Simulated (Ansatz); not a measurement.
**Bi3Te2S, before and after**

Recipe of this trial structure of Bi3Te2S: random cell by space group and Wyckoff sites (P31m, No. 157). Its size is a rough estimate.

start.xyz

```xyz
6
Lattice="5.9118 0.0000 0.0000 -2.9559 5.1198 0.0000 0.0000 0.0000 7.5206" Properties=species:S:1:pos:R:3 pbc="T T T"
Bi    4.0426    0.0000    3.9800
Bi   -2.0213    3.5010    3.9800
Bi    0.9346    1.6188    3.9800
Te    0.0000    3.4132    7.4101
Te    2.9559    1.7066    7.4101
S     0.0000    0.0000    0.7394
```

Level of theory: DFT PBE, scalar-relativistic, plane waves, PAW in Ansatz 0.2.0. Cutoff 420 eV, Gaussian smearing, Γ-centred meshes. Cell and atoms relax first on a coarse mesh and then on a finer one. In between, the cell is made exact in the group found at 0.06 Å. In metals the finer mesh still leaves noise of several meV/atom or more. The steps can't lower the symmetry of their start. No spin polarisation.

end.xyz

```xyz
6
Lattice="6.9644 0.0000 0.0000 -3.4822 6.0314 0.0000 0.0000 0.0000 4.3351" Properties=species:S:1:pos:R:3 pbc="T T T"
Bi    4.9268    0.0000    2.1676
Bi   -2.4634    4.2667    2.1676
Bi    1.0188    1.7647    2.1676
Te    0.0000    4.0209    0.0000
Te    3.4822    2.0105    0.0000
S     0.0000    0.0000    0.0000
```

The symmetry goes from P31m (No. 157) to P-62m (No. 189). The volume per atom shrinks by 20.0 %, from 37.9 to 30.3 Å³. The shortest distance goes from 3.24 Å (Bi–Bi) to 2.97 Å (Bi–S). The energy falls by about 0.64 eV/atom (the start's value is from the coarse mesh).

For Bi3Te2S, the volume per atom is 30.35 Å³ and the density is 8.34 g/cm³. The energy over the elements is −0.03 eV/atom and the gap on the 6×6×10 mesh of the 6-atom cell is 0 eV (a metal).

Energies over the elements count from the elements' standard structures at the same level, with no fitted energy shifts.

The last run used Gaussian smearing of 0.10 eV. The end has P31m (No. 157) at a tolerance of 0.01 Å; the cell shown is made exact in the group found at 0.05 Å. For metals, differences of a few meV/atom aren't resolved. These runs have no spin–orbit coupling, which can matter for Bi and Te. An odd number of electrons in the primitive cell allows no gap without spin; a larger cell or a magnetic state could open one. The cell is a metal run without spin; a magnetic state may lie lower. The reference forms of S and Te are held partly by dispersion forces, which this level lacks. A structure relaxed within its symmetry needn't be a true minimum. In all, the 5 runs took 18 min on 1 thread of Arm Neoverse V1, with other jobs on the host. Another cell of Bi3Te2S relaxed alike, in P-3m1 (a Materials Project cell), lies 168 meV/atom lower, so this cell isn't the stable form at this level.
